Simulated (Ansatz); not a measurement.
SnSe2, CdI2 type, relaxed with r2SCAN+rVV10: 5 runs in the plane-wave code Ansatz, each a construction of maximally localised Wannier functions. It is trigonal, P-3m1 (No. 164); conventional cell a = 3.825 Å, c = 6.227 Å, 26.30 Å³ an atom. Around Sn lie 6 Se at 2.71 Å; around Se lie 3 Sn at 2.71 Å. No spin polarisation and no zero-point or thermal motion.

```
Sn Se
1.0
     3.82515    0.00000    0.00000
    -1.91257    3.31268    0.00000
     0.00000    0.00000    6.22708
Sn Se
1 2
Direct
  0.00000 0.00000 0.00000
  0.33333 0.66667 0.25308
  0.66667 0.33333 0.74692
```

Windows count from the top of the filled bands; a dash means that no such window was set (without an outer window there is no disentanglement).

```csv
functional,SCF mesh,trial orbitals,functions,mesh,window (eV),frozen (eV),Ω total (Å²),Ω invariant (Å²),largest spread (Å²),least projectability,"interpolation miss of the model's filled bands (eV, to the nearest computed level)"
PBE,6×6×4,"Se s, Se p",8,6×6×4,–,–,15.73,14.00,2.01,0.55,0.091
PBE,6×6×4,"Se s, Se p",8,6×6×2,–,–,15.06,13.23,1.93,0.55,0.252
PBE,6×6×4,"Se s, Se p",8,12×12×4,–,–,16.70,15.05,2.16,0.55,0.060
r2SCAN,6×6×4,"Se s, Se p",8,6×6×4,–,–,15.08,13.42,1.93,0.57,0.076
HSE06,6×6×4,"Se s, Se p",8,6×6×4,–,–,14.82,13.23,1.90,0.60,–
```

For Se s, Se p with PBE the spread goes 15.06 Å² (6×6×2), 15.73 Å² (6×6×4), 16.70 Å² (12×12×4): finite differences on a coarse mesh understate it.

Spin-orbit coupling is left out, which matters wherever the heavy atoms make up the band edges.
